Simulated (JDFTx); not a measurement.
System: C3H7NO (SMILES CN(C)C=O), charge 0, multiplicity 1; geometry: optimised with GFN2-xTB in vacuum (one conformer, no frequencies checked; largest PBE force component 1.5 eV/Å). Z-matrix (Å, degrees):
```
N
C 1 1.3427
O 2 1.2079 1 125.48
H 2 1.1064 3 122.47 1 -179.92
C 1 1.4375 2 123.27 4 -0.18
H 5 1.0883 1 109.95 2 0.85
H 5 1.0936 6 108.87 1 -121.00
H 5 1.0939 6 108.85 7 -117.95
C 1 1.4433 2 120.16 4 179.98
H 9 1.0883 1 107.82 2 0.29
H 9 1.0921 10 109.56 1 -120.27
H 9 1.0922 10 109.51 11 -119.48
```

Level of theory: PBE, GBRV ultrasoft potentials, plane waves to 20/100 Ha; code: a modified build of JDFTx. Liquid: CANDLE, water, 0.5 M NaF. The liquid run sits in a periodic box with 3.75 Å from the outermost atoms to the faces; the vacuum run is isolated. The box matters at about 0.01 eV. ΔG_solv is the difference of the two single-point energies, liquid minus vacuum; no corrections are added.

```
Quantity                                                                             Result
-------------------------------------------------------------  ----------------------------
solvation energy                                                               -28.9 kJ/mol
part: cavitation term of the fluid                                                49 kJ/mol
part: dispersion term of the fluid                                               -44 kJ/mol
part: electrostatic term of the fluid                                            -51 kJ/mol
part: distortion of the solute's electrons                                      17.3 kJ/mol
dipole moment in vacuum                                                              3.96 D
dipole moment in the liquid                                                          6.11 D
highest occupied level in vacuum (zero: vacuum level)                              -5.84 eV
highest occupied level in the liquid (zero: bulk electrolyte)                      -6.02 eV
volume of the model's cavity                                                       242.7 Å³
rough cost, vacuum and liquid run                              4 min and 6 min of core time
```
